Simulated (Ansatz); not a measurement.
BAs in space group P4_2/mnm (No. 136; B on 4g, As on 4f), PBE in the plane-wave PAW code Ansatz. The conduction-band minimum lies on the Γ–Z line, 58 % of the way from Γ, with 2 equivalent valleys. Second derivatives d²E/dk² of the lowest band at one valley (eV·Å²), along Cartesian directions:

```csv
direction,d²E/dk²
[100],21.62
[010],21.62
[001],16.42
[110],21.61
[101],19.02
[011],19.02
```

Question: Find the principal effective masses, the density-of-states mass and the conductivity mass.

Answer: Off-diagonal terms follow from H_xy = H[110] − (H_xx + H_yy)/2, and m*/mₑ = 7.620 eV·Å² over each eigenvalue: 0.35, 0.35, 0.46. One valley's DOS mass (m₁m₂m₃)^(1/3) = 0.39, conductivity mass 3/(Σ 1/mᵢ) = 0.38 mₑ.

Question: What effective density of states Nc follows at 300 K for parabolic valleys?

Answer: Nc = 2.509e19 × 2 × (0.39)^(3/2) ≈ 1.2e19 cm⁻³.

The start of the workflow was typed in or built on a structure type; neither database checked (COD, Materials Project) lists it. It is not the phase usual at ambient conditions (space group No. 216). The PBE relaxation kept the symmetry of its start; whether a distortion lowers the energy is not shown. Spin–orbit coupling is left out wherever it is not named.

Potentials: the earlier of the program's two PAW sets.

Edges and masses are those of Kohn–Sham bands, whose gap is no quasiparticle gap.
